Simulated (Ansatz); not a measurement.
**Slab of wurtzite AlN (10-10), 4 layers**

The slab is cut from the wurtzite crystal, which needn't be the stable phase, as relaxed on PAW files (10.21 Å³/atom), with 16 Å of vacuum and a dipole correction:

```yaml
crystal:
  lattice:
    - [3.08868, 0.00000, 0.00000]
    - [0.00000, 4.94329, 0.00000]
    - [0.00000, 0.00000, 19.56650]
  atoms:
    - { symbol: Al, position: [0.00000, 0.05901, 0.40886] }
    - { symbol: N, position: [0.00000, 0.44099, 0.40886] }
    - { symbol: Al, position: [0.50000, 0.55901, 0.45443] }
    - { symbol: N, position: [0.50000, 0.94099, 0.45443] }
    - { symbol: Al, position: [0.50000, 0.05901, 0.54557] }
    - { symbol: N, position: [0.50000, 0.44099, 0.54557] }
    - { symbol: Al, position: [0.00000, 0.55901, 0.59114] }
    - { symbol: N, position: [0.00000, 0.94099, 0.59114] }
```

Level of theory: DFT with LDA, scalar-relativistic, in Ansatz 0.2.0; a Γ-centred 10×6×1 k mesh, Fermi–Dirac smearing of 0.02 eV, no spin polarisation. LAPW: all electrons, basis error target 1 meV/atom; PAW: frozen-core files, cutoff 420 eV.

The bulk energy comes from a cell in the slab's orientation on a 10×6×6 mesh. The surface energy is (E(slab) − N·E(bulk))/2A at zero smearing, the mean of both faces; thin slabs carry quantum-size effects.

The PAW files were made under PBE.

Task: As cut, the LAPW slab lies 5.583 eV above 8 atoms of bulk. What surface energy is that?

Result: Over two faces of 15.27 Å² it is 182.8 meV/Å², and times 16.02 J/m² per eV/Å² that gives γ = 2.930 J/m².

```
method  γ as cut (J/m²)  γ relaxed (J/m²)
  LAPW            2.930             2.335
   PAW            2.938             2.333
```

Task: How do the spacings between the planes relax (positions relaxed on PAW files)?

Result: From the bottom face up: d12 -29.0 % of 0.892 Å, d23 +8.7 % of 1.783 Å, d34 -29.0 % of 0.892 Å. The outer plane rumples by 0.253 Å.

Task: Where do the band edges lie?

Result: On the k mesh: gap 2.62 eV, valence top 5.93 eV below the vacuum level.

Task: What changes if the images along the normal are cut off in place of the dipole correction?

Result: LAPW then gives: gap 2.62 eV, valence top 5.93 eV below the vacuum level; PAW: gap 2.61 eV, valence top 5.93 eV below the vacuum level.

Task: A core hole in the 2p shell of Al is made on one Al atom of each kind in every 1×1 cell (PAW hole dataset, neutral cell, valence without spin). What does it cost by layer?

Result: layer 1 74.12 eV, layer 2 74.44 eV. Shifts between layers mean more than the absolute values, and a whole layer of holes screens otherwise than one hole.
